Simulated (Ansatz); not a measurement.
A relaxation computed with Ansatz, from input to last step.

```yaml
crystal:
  lattice:
    - [3.894535645, 0.0, 0.0]
    - [0.0, 3.894535645, 0.0]
    - [0.0, 0.0, 5.6066324724]
  atoms:
    - { symbol: Cu, position: [0.0, 0.5, 0.203] }
    - { symbol: Cu, position: [0.0, 0.5, 0.703] }
    - { symbol: Cu, position: [0.5, 0.0, 0.297] }
    - { symbol: Cu, position: [0.5, 0.0, 0.797] }
    - { symbol: Pd, position: [0.0, 0.0, 0.0] }
    - { symbol: Pd, position: [0.5, 0.5, 0.5] }
basis:
  ecutwfc: 420
kpoints:
  mp_grid: { grid: [4, 4, 4] }
hamiltonian:
  xc: pbe
scf:
  occupations: { method: gaussian, width: 0.1 }
  lower_state_search: "off"
output:
  forces: true
  stress: true
  eigenvalues: true
relax:
  adjacent_minimum: "off"
  f_tol: 0.04
  max_steps: 70
  cell: { stress_tol: 0.4 }
```

```bash
ansatz run input.yaml --threads 1 --pin off --max-ram 2560MiB --backend cpu --events-out ev --progress --plain --runs-dir out
```

All numbers below come from DFT PBE, scalar-relativistic, plane waves, PAW in Ansatz 0.2.0.

Of 9 frames 9 are shown, positions in Å and forces in eV/Å; the SCF threshold varies from step to step. Steps run on the plane waves of an earlier cell, with a Pulay correction in the pressure. The basis is chosen afresh for the last frame, the zero of the energies, and at times for earlier ones too; energy and pressure step there, also at an unchanged geometry. Here that happened at step 9 (-3 meV/atom, 0.3 GPa); the frames before carry an error of that size.

```xyz
6
Lattice="3.8945 0.0000 0.0000 0.0000 3.8945 0.0000 0.0000 0.0000 5.6066" Properties=species:S:1:pos:R:3:forces:R:3 pbc="T T T" step=1 free_energy_over_end_meV_per_atom=288.21 pressure_GPa=24.39
Cu    0.0000    1.9473    1.1381    0.0000    0.0000    2.0335
Cu    0.0000    1.9473    3.9415    0.0000    0.0000    2.0335
Cu    1.9473    0.0000    1.6652    0.0000    0.0000   -2.0335
Cu    1.9473    0.0000    4.4685    0.0000    0.0000   -2.0335
Pd    0.0000    0.0000    0.0000    0.0000    0.0000    0.0000
Pd    1.9473    1.9473    2.8033    0.0000    0.0000    0.0000
6
Lattice="4.0479 0.0000 0.0000 0.0000 4.0479 0.0000 0.0000 0.0000 5.6848" Properties=species:S:1:pos:R:3:forces:R:3 pbc="T T T" step=2 free_energy_over_end_meV_per_atom=68.39 pressure_GPa=6.16
Cu    0.0000    2.0240    1.2491    0.0000    0.0000    0.9498
Cu    0.0000    2.0240    4.0915    0.0000    0.0000    0.9498
Cu    2.0240    0.0000    1.5933    0.0000    0.0000   -0.9498
Cu    2.0240    0.0000    4.4357    0.0000    0.0000   -0.9498
Pd    0.0000    0.0000    0.0000    0.0000    0.0000    0.0000
Pd    2.0240    2.0240    2.8424    0.0000    0.0000    0.0000
6
Lattice="4.1014 0.0000 0.0000 0.0000 4.1014 0.0000 0.0000 0.0000 5.6859" Properties=species:S:1:pos:R:3:forces:R:3 pbc="T T T" step=3 free_energy_over_end_meV_per_atom=14.44 pressure_GPa=1.61
Cu    0.0000    2.0507    1.3491    0.0000    0.0000    0.3586
Cu    0.0000    2.0507    4.1921    0.0000    0.0000    0.3586
Cu    2.0507    0.0000    1.4938    0.0000    0.0000   -0.3586
Cu    2.0507    0.0000    4.3368    0.0000    0.0000   -0.3586
Pd    0.0000    0.0000    0.0000    0.0000    0.0000    0.0000
Pd    2.0507    2.0507    2.8429    0.0000    0.0000    0.0000
6
Lattice="4.1366 0.0000 0.0000 0.0000 4.1366 0.0000 0.0000 0.0000 5.6692" Properties=species:S:1:pos:R:3:forces:R:3 pbc="T T T" step=4 free_energy_over_end_meV_per_atom=4.65 pressure_GPa=-0.25
Cu    0.0000    2.0683    1.4163    0.0000    0.0000    0.0043
Cu    0.0000    2.0683    4.2509    0.0000    0.0000    0.0043
Cu    2.0683    0.0000    1.4183    0.0000    0.0000   -0.0043
Cu    2.0683    0.0000    4.2528    0.0000    0.0000   -0.0043
Pd    0.0000    0.0000    0.0000    0.0000    0.0000    0.0000
Pd    2.0683    2.0683    2.8346    0.0000    0.0000    0.0000
6
Lattice="4.1417 0.0000 0.0000 0.0000 4.1417 0.0000 0.0000 0.0000 5.6456" Properties=species:S:1:pos:R:3:forces:R:3 pbc="T T T" step=5 free_energy_over_end_meV_per_atom=4.40 pressure_GPa=-0.09
Cu    0.0000    2.0709    1.4122    0.0000    0.0000   -0.0039
Cu    0.0000    2.0709    4.2350    0.0000    0.0000   -0.0039
Cu    2.0709    0.0000    1.4105    0.0000    0.0000    0.0039
Cu    2.0709    0.0000    4.2333    0.0000    0.0000    0.0039
Pd    0.0000    0.0000    0.0000    0.0000    0.0000    0.0000
Pd    2.0709    2.0709    2.8228    0.0000    0.0000    0.0000
6
Lattice="4.2123 0.0000 0.0000 0.0000 4.2123 0.0000 0.0000 0.0000 5.3836" Properties=species:S:1:pos:R:3:forces:R:3 pbc="T T T" step=6 free_energy_over_end_meV_per_atom=3.07 pressure_GPa=1.04
Cu    0.0000    2.1062    1.3555    0.0000    0.0000   -0.0417
Cu    0.0000    2.1062    4.0473    0.0000    0.0000   -0.0417
Cu    2.1062    0.0000    1.3363    0.0000    0.0000    0.0417
Cu    2.1062    0.0000    4.0281    0.0000    0.0000    0.0417
Pd    0.0000    0.0000    0.0000    0.0000    0.0000    0.0000
Pd    2.1062    2.1062    2.6918    0.0000    0.0000    0.0000
6
Lattice="4.1862 0.0000 0.0000 0.0000 4.1862 0.0000 0.0000 0.0000 5.4962" Properties=species:S:1:pos:R:3:forces:R:3 pbc="T T T" step=7 free_energy_over_end_meV_per_atom=2.89 pressure_GPa=0.29
Cu    0.0000    2.0931    1.3779    0.0000    0.0000   -0.0170
Cu    0.0000    2.0931    4.1260    0.0000    0.0000   -0.0170
Cu    2.0931    0.0000    1.3702    0.0000    0.0000    0.0170
Cu    2.0931    0.0000    4.1183    0.0000    0.0000    0.0170
Pd    0.0000    0.0000    0.0000    0.0000    0.0000    0.0000
Pd    2.0931    2.0931    2.7481    0.0000    0.0000    0.0000
6
Lattice="4.2185 0.0000 0.0000 0.0000 4.2185 0.0000 0.0000 0.0000 5.4219" Properties=species:S:1:pos:R:3:forces:R:3 pbc="T T T" step=8 free_energy_over_end_meV_per_atom=2.52 pressure_GPa=-0.08
Cu    0.0000    2.1093    1.3557    0.0000    0.0000   -0.0010
Cu    0.0000    2.1093    4.0667    0.0000    0.0000   -0.0010
Cu    2.1093    0.0000    1.3553    0.0000    0.0000    0.0010
Cu    2.1093    0.0000    4.0662    0.0000    0.0000    0.0010
Pd    0.0000    0.0000    0.0000    0.0000    0.0000    0.0000
Pd    2.1093    2.1093    2.7110    0.0000    0.0000    0.0000
6
Lattice="4.2185 0.0000 0.0000 0.0000 4.2185 0.0000 0.0000 0.0000 5.4219" Properties=species:S:1:pos:R:3:forces:R:3 pbc="T T T" step=9 free_energy_over_end_meV_per_atom=0.00 pressure_GPa=0.25
Cu    0.0000    2.1093    1.3557    0.0000    0.0000   -0.0010
Cu    0.0000    2.1093    4.0667    0.0000    0.0000   -0.0010
Cu    2.1093    0.0000    1.3553    0.0000    0.0000    0.0010
Cu    2.1093    0.0000    4.0662    0.0000    0.0000    0.0010
Pd    0.0000    0.0000    0.0000    0.0000    0.0000    0.0000
Pd    2.1093    2.1093    2.7110    0.0000    0.0000    0.0000
```

The start puts this composition into another compound's structure type, which needn't suit it. At the end the space group is I4/mmm (tolerance 0.05 Å).

Time: 84 s on 1 thread of Arm Neoverse V1, on a shared host, peak memory 0.41 GiB.

The k mesh is coarse.